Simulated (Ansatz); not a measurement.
The numbers come from plane-wave PAW DFT (Ansatz): HSE06, no spin polarisation, 420 eV, 3×3×3 Γ-centred k points, fermi-dirac occupations (width 0.1 eV). Nothing was relaxed.

Computed maps in the lattice plane spanned by a (left to right, 5.27 Å, 16 points from zero) and b (bottom to top, 5.27 Å, 16 points from zero), 120° apart, at height 0.000 along c. The fields are smooth PAW ones with compensation charges, not the true ones near nuclei.

Valence density. Digits on a logarithmic scale: 0 up to 0.03 e/Å³, each further digit a factor of 1.6, 9 from 1.3 e/Å³ up:
```
6555565555556776
6556777555679997
5567997655799997
5579997556999996
5679976557999975
5577765567999765
5556555566776555
5555556666655555
5555677665555655
5567999765567775
5579999755679976
5699999655799975
5799997556799765
6799976555777655
6677655555565555
6665555555555566
```

ELF. Ten even steps from '0' (0.14) to '9' (0.76):
```
2553000014520110
1530121025226871
1301552022299981
2015751020698960
2025510311899922
2012103511786225
1000035520110254
1122211222112221
1452011025530000
2522687115301210
2229998113015520
2069896020157510
1189992220255103
1178622520121035
2011025410000355
2211222111222112
```

Q: The cell is Hf2V. Which atoms lie within 0.2 Å of this plane, and where (fractions of a and b)?

A: V at (0.25, 0.25), V at (0.75, 0.75). The whole cell:
```
V Hf
1.0
    -3.22363    3.22363    2.64333
     3.22363   -3.22363    2.64333
     3.22363    3.22363   -2.64333
V Hf
2 4
Cartesian
  0.0000 0.0000 1.3217
  0.0000 0.0000 3.9650
  1.0509 4.2745 0.0000
  2.1727 1.0509 0.0000
  2.1727 -1.0509 2.6433
  1.0509 2.1727 2.6433
```

Origin: a known structure type with other elements, at an estimated volume, so it need not be a known compound. Caveats: no spin polarisation, so a magnetic state may lie lower; hybrid functional on a coarse k mesh.
